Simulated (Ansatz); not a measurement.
# Ta4C3 (R3m), work and stress of cleavage

Method: Ansatz, DFT PBEsol, scalar-relativistic, plane waves, PAW. Cutoff 420 eV, Γ-centred 14×14×4 k-points, Gaussian smearing of 0.15 eV. Spin–orbit coupling is left out, which can shift energies with elements as heavy as these. No spin polarisation. Energies are free energies at this smearing, counted from the undisturbed cell; pressure is positive in compression.

Zero of the scan (relaxed at this level; it needn't be the usual structure):

```
Ta C
1.0
    -3.10327    0.00000    0.00000
    -1.55164   -2.68751    0.00000
     1.55164    0.89584   10.16451
Ta C
4 3
Direct
  0.37337 0.37337 0.36897
  0.62446 0.62446 0.12223
  0.20962 0.20962 0.87770
  0.79440 0.79440 0.63204
  0.50259 0.50259 0.75663
  0.99602 0.99602 0.23690
  0.08454 0.08454 0.50247
```

The cut lies on the cell's a–b face, a (0 0 -1) plane (indices in the standard cell, whose axes needn't be the Cartesian ones shown) of area 8.34 Å², between layers 2.49 Å apart. Vector c is lengthened by d along the normal with the atoms' Cartesian places fixed: one unrelaxed cut a cell. The traction is positive where the two halves pull on each other.

```csv
d (Å),energy (J/m²),traction (GPa)
-0.30,0.82,-60.5
-0.15,0.18,-25.9
0.00,0.00,0.3
0.25,0.38,26.4
0.50,1.18,36.3
0.75,2.11,36.3
1.00,2.96,31.5
1.50,4.24,20.1
2.00,5.02,11.4
3.00,5.62,2.2
4.50,5.72,0.1
6.00,5.73,0.0
```

Problem. What are the work of separation and the cleavage stress, and do they fit the universal binding curve?

Solution. The energy levels off near W ≈ 5.73 J/m² (the traction is down to 0.0 GPa), the energy of the two unrelaxed faces, 2.86 J/m² each on average. The largest sampled traction is 36.3 GPa at d = 0.50 Å, and a parabola through it and its two neighbours peaks at σ_max ≈ 37.5 GPa, d ≈ 0.62 Å. The curve E = W[1 − (1 + d/ℓ)exp(−d/ℓ)] peaks in traction at d = ℓ with σ_max = W/(eℓ); with 1 J/m² per Å = 10 GPa this W and σ_max give ℓ = 0.56 Å. A parabola through that curve at the same three d peaks at 0.59 Å, against 0.62 Å here, a fair fit. Real crystals break at far lower stress, because cracks concentrate it, and on the plane of lowest W, which needn't be this one.

The cut is rigid; relaxing the faces lowers these energies and usually the stresses.

In a metal these slopes depend on the k mesh and the smearing.

Cost: 12 runs of about 8 core-minutes in all, on Intel Xeon Platinum 8581C (Emerald Rapids) (shared hosts).